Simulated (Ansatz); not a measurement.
Mg, DFT, LDA, PAW with Ansatz's default frozen-core files, scalar-relativistic (Ansatz 0.2.0), run on 1 thread of Arm Neoverse V2 on a shared host.

Structure from Materials Project entry mp-1056702 (possibly hypothetical), not relaxed further. The listed cell was then made from it by scaling, straining or moving an atom.

Command: `ansatz run input.yaml --threads 1 --pin off --max-ram 3072MiB --backend cpu --events-out ev --progress --plain --runs-dir out`

```yaml
crystal:
  lattice:
    - [0.0, 2.244256, 2.28914112]
    - [2.244256, 0.0, 2.28914112]
    - [2.244256, 2.244256, 0.0]
  atoms:
    - { symbol: Mg, position: [0.0, 0.0, 0.0] }
kpoints:
  mp_grid: { grid: [16, 16, 16] }
scf:
  occupations: { method: fermi_dirac, width: 0.03 }
hamiltonian:
  xc: lda
  pseudopotentials: { kind: paw }
output:
  forces: true
  stress: true
  eigenvalues: true
  efg: { contact_densities: true }
```

Question: How large is the problem that the program sets up?

Answer: 349 irreducible k-points, 459 plane waves at Γ, 9 bands.

Question: Estimate the wall time and the peak memory.

Answer: 3.5 s of wall time for 6 SCF iterations, with a peak of 0.34 GiB. Times on shared machines scatter by tens of per cent.

Question: And the same cell and mesh by crystal-made all-electron datasets, asked for forces, stress, eigenvalues, efg, on the same hardware?

Answer: 3.7 s, peak memory 0.26 GiB.
